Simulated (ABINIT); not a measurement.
ABINIT input for Al, PBE with JTH PAW datasets:

```
pp_dirpath "./pseudo"
pseudos "Al.GGA_PBE-JTH.xml"

acell 3*1.0 angstrom
rprim
    0.000000000000     2.019465000000     2.019465000000
    2.019465000000     0.000000000000     2.019465000000
    2.019465000000     2.019465000000     0.000000000000
ntypat 1
znucl 13
natom 1
typat 1
xred
    0.000000000000     0.000000000000     0.000000000000
tolsym 1e-5
chksymtnons 0
chkprim 0

ecut 20
pawecutdg 40
pawovlp 20
ngkpt 17 17 17
nshiftk 1
shiftk 0 0 0
nband 5
occopt 3
tsmear 0.003
tolvrs 1e-10
nstep 90

nucefg 2
quadmom 0.1466
nucfc 1
prtwf 0
prtden 0
prteig 0
prtebands 0
prtgsr 0
```

The geometry is a computed Materials Project entry, not a measured one. It is Al in Fm-3m. Stability against distortions was not tested.

Each row changes or adds one setting. The quadmom values are sizes without sign and don't touch the SCF cycle. The limit is 90 steps.  The run is metallic or nearly gapless at this level (smeared occupations).

| setting typed | SCF steps | k-points | converged |
|---|---|---|---|
| as in the input | 7 | 165 | yes |
| diemac = 1000 | 7 | 165 | yes |
| diemix = 0.2 | 16 | 165 | yes |
| diemix = 1.0 | 7 | 165 | yes |
| iscf = 2 | 17 | 165 | yes |
| iscf = 3 | 11 | 165 | yes |
| nline = 1 | 16 | 165 | yes |
| npulayit = 12 | 7 | 165 | yes |
| npulayit = 3 | 7 | 165 | yes |

Fewest SCF steps among converged rows: 7 (as in the input, diemac = 1000, diemix = 1.0, npulayit = 12, npulayit = 3); most steps: 17 (iscf = 2). Steps of different solvers differ in work.
